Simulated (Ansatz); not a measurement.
Starting cell, HfO2 (tetragonal-ZrO2 type, space group P4_2/nmc):

```yaml
crystal:
  lattice:
    - [3.56753, 0.00000, 0.00000]
    - [0.00000, 3.56753, 0.00000]
    - [0.00000, 0.00000, 5.16669]
  atoms:
    - { symbol: Hf, position: [0.00000, 0.00000, 0.00000] }
    - { symbol: Hf, position: [0.50000, 0.50000, 0.50000] }
    - { symbol: O, position: [0.00000, 0.50000, 0.20010] }
    - { symbol: O, position: [0.00000, 0.50000, 0.70010] }
    - { symbol: O, position: [0.50000, 0.00000, 0.29990] }
    - { symbol: O, position: [0.50000, 0.00000, 0.79990] }
```

Scan: atom 4 (O, nearest neighbour Hf at 2.062 Å; its periodic images, 3.6 Å or more away, move with it) is displaced towards the nearest neighbour, direction (-0.865, 0.000, -0.501) in Cartesian axes, by s. The other atoms stay.

All values below come from PBEsol (plane waves to 420 eV, PAW, scalar-relativistic; Ansatz, a program for electronic structure). k mesh 8×8×5 (Γ-centred), Fermi-Dirac smearing 0.05 eV. Compression counts positive. Left out: 3 of 11 points, with atoms too close for the PAW data. F⊥ is the part of the force across the line. HfO2 is run without spin polarisation. HfO2 was relaxed with its symmetry unable to fall. Spin-orbit coupling is left out, though Hf is heavy. The PAW data are Ansatz's earlier set. This is a high-temperature form of HfO2. 

```
s (Å)   |F⊥| (eV/Å)  P (GPa)
------  -----------  -------
-0.620        3.180     10.6
-0.496        2.305      7.3
-0.372        1.504      4.2
-0.248        0.836        …
-0.124        0.333      0.1
0.000         0.000      0.0
0.124             …      1.9
0.248         0.260        …
```

Question: Some entries are withheld; supply them.

Answer: 
- -0.248, P (GPa): 1.7
- 0.124, |F⊥| (eV/Å): 0.184
- 0.248, P (GPa): 6.6

(For displaced atoms, the force is minus the slope of the energy, and its curvature is a force constant, which sets phonon frequencies.)
